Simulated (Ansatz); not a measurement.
Input:

WO:
```xyz
6
Lattice="4.1188 0.0000 0.0000 0.0000 4.1188 0.0000 0.0000 0.0000 4.1188" Properties=species:S:1:pos:R:3 pbc="T T T"
W      0.0000     2.0594     2.0594
W      2.0594     0.0000     2.0594
W      2.0594     2.0594     0.0000
O      2.0594     0.0000     0.0000
O      0.0000     2.0594     0.0000
O      0.0000     0.0000     2.0594
```
The run is spin-polarised, in the one order tried: ferromagnetic.

This is the r²SCAN-relaxed structure.

Task: All from the program Ansatz at the r²SCAN level (PAW), unless another level is named. Predict the Bader charges.

Result: W +1.27, O -1.27 e.

Task: Give the net moment.

Result: 0.16 μB per atom.

Space group Pm-3m. The start of the workflow was typed in or built on a structure type; neither database checked (COD, Materials Project) lists it. Whether it is the stable phase at ambient conditions was not checked. Symmetry was held in the r²SCAN relaxation; whether a distortion lowers the energy is not shown. Spin order of the final state: ferromagnetic, the only order run, not a proven ground state. Other orbital occupations within this spin state were not tried. No Hubbard U is applied. Spin–orbit coupling is left out wherever it is not named.

Potentials: the earlier of the program's two PAW sets. The files were generated under PBE; for other functionals the program regenerates the frozen cores, and for LDA and PBEsol the local potential too.
